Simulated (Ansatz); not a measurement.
Start of a relaxation of YFeC₄N₄:

```cif
data_structure
_symmetry_space_group_name_H-M 'P-43m'
_symmetry_Int_Tables_number 215
_cell_length_a 6.1407
_cell_length_b 6.1407
_cell_length_c 6.1407
_cell_angle_alpha 90.000
_cell_angle_beta 90.000
_cell_angle_gamma 90.000
_cell_volume 231.55
loop_
_atom_site_label
_atom_site_type_symbol
_atom_site_symmetry_multiplicity
_atom_site_Wyckoff_symbol
_atom_site_fract_x
_atom_site_fract_y
_atom_site_fract_z
_atom_site_occupancy
Y1 Y 1 b 0.50000 0.50000 0.50000 1
Fe1 Fe 1 a 0.00000 0.00000 0.00000 1
C1 C 4 e 0.18221 0.18221 0.18221 1
N1 N 4 e 0.29222 0.29222 0.29222 1
```

The calculation used Ansatz 0.2.0, DFT PBE, scalar-relativistic, plane waves, PAW. Cutoff 420 eV, Gaussian smearing, Γ-centred meshes. Cell and atoms relax first on a coarse mesh and then on a converged one. In between, the cell is made exact in the group found at 0.06 Å. The steps can't lower the symmetry of their start. Collinear spin, starting moments Fe 4.0 μB.

A guess keeps its type if space group and coordination stay and the shape of the cell changes little (axis ratios within about 15 %, angles within 6°); the volume may change.

Question: Will the relaxed cell still be of the starting type?

Answer: It keeps its type. The symmetry stays P-43m (No. 215). The volume per atom stays near 23.2 Å³. The shortest distance goes from 1.17 Å (C–N) to 1.18 Å (C–N). Counting neighbours within 15 % of an atom's shortest distance, the start has C 1, Fe 4, N 1, Y 4 and the end C 1, Fe 4, N 1, Y 4.

The last run used collinear spin, a 6×6×6 mesh for its 10-atom cell and Gaussian smearing of 0.02 eV. Another magnetic order may lie lower. A structure relaxed within its symmetry needn't be a true minimum.
